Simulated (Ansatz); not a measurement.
Hf2B:
```
Hf2B
1.0
    1.70559     0.98473     5.27835
   -1.70559     0.98473     5.27835
    0.00000    -1.96945     5.27835
Hf B
2 1
Direct
  0.74791   0.74791   0.74791
  0.25209   0.25209   0.25209
  0.00000   0.00000   0.00000
```

Relaxed with r²SCAN. Special points in fractions of this cell's reciprocal vectors: Γ (0.000, 0.000, 0.000); T (0.500, 0.500, 0.500); H2 (0.810, 0.190, 0.500); H0 (0.500, -0.190, 0.190); L (0.500, 0.000, 0.000); S0 (0.345, -0.345, 0.000); S2 (0.655, 0.000, 0.345); F (0.500, 0.000, 0.500).

Problem. List the band energies nearest the Fermi level at these points for plane-wave PAW r²SCAN (Ansatz code).

Solution. In eV from the Fermi level; about four levels below and three above (degenerate sets whole), none deeper than 8.9 eV; points with the same levels are listed once.

| k | below | above |
|---|---|---|
| Γ | -4.22 -1.33 -0.92 -0.92 | 1.61 1.61 2.48 |
| T | -5.55 -0.60 -0.60 -0.02 | 0.82 2.11 2.11 |
| H2 | -2.89 -2.80 -1.34 -0.69 | 0.00 1.40 2.77 |
| L | -1.59 -0.96 -0.78 -0.54 | 0.64 3.23 4.36 |
| S0 | -2.72 -1.29 -0.74 -0.05 | 1.46 2.59 4.03 |
| F | -1.25 -1.20 -0.94 -0.68 | 1.75 4.66 5.62 |

Space group R-3m. The start of the workflow was typed in or built on a structure type; neither database checked (COD, Materials Project) lists it. Whether it is the stable phase at ambient conditions was not checked. The r²SCAN relaxation kept the symmetry of its start; its stability against distortions is not shown here. No spin polarisation was allowed. The volume moved by -21 % from the start of the relaxation. Spin–orbit coupling is left out wherever it is not named.

Potentials: the earlier of the program's two PAW sets. The files were generated under PBE; for other functionals the program regenerates the frozen cores, and for LDA and PBEsol the local potential too.
